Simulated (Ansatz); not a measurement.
La$_{2}$O$_{3}$:
```
CELL_PARAMETERS angstrom
      3.94039     0.00000     0.00000
     -1.97020     3.41248     0.00000
      0.00000     0.00000     6.18820
ATOMIC_POSITIONS crystal
  La 0.33333 0.66667 0.24739
  La 0.66667 0.33333 0.75261
  O  0.00000 0.00000 0.00000
  O  0.33333 0.66667 0.64530
  O  0.66667 0.33333 0.35470
```

Relaxed with PBE. Special points in fractions of this cell's reciprocal vectors: Γ (0.000, 0.000, 0.000); M (0.500, 0.000, 0.000); K (0.333, 0.333, 0.000); A (0.000, 0.000, 0.500); L (0.500, 0.000, 0.500); H (0.333, 0.333, 0.500).

Q: List the band energies nearest the valence-band maximum at these points for plane-wave PAW PBE (Ansatz code).

A: In eV from the valence-band maximum; about four levels below and three above (degenerate sets whole), none deeper than 8.9 eV; points with the same levels are listed once.

| k | below | above |
|---|---|---|
| Γ | -1.61 -0.35 -0.35 -0.09 | 4.23 4.59 4.59 |
| M | -0.71 -0.65 -0.39 -0.29 | 3.83 4.63 5.03 |
| K | -0.79 -0.79 -0.77 -0.11 | 3.86 4.68 4.68 |
| A | -0.97 -0.75 -0.26 -0.26 | 4.60 4.68 4.68 |
| L | -0.95 -0.68 -0.35 0.00 | 4.33 4.55 4.94 |
| H | -0.54 -0.27 -0.27 -0.23 | 4.21 4.78 4.82 4.82 |

Space group P-3m1 (La2O3 or Ni2Al3 type). The PBE relaxation kept the symmetry of its start. Scalar-relativistic: spin–orbit coupling is off unless named, which matters more the heavier the elements.

Potentials: the later of the program's two PAW sets.
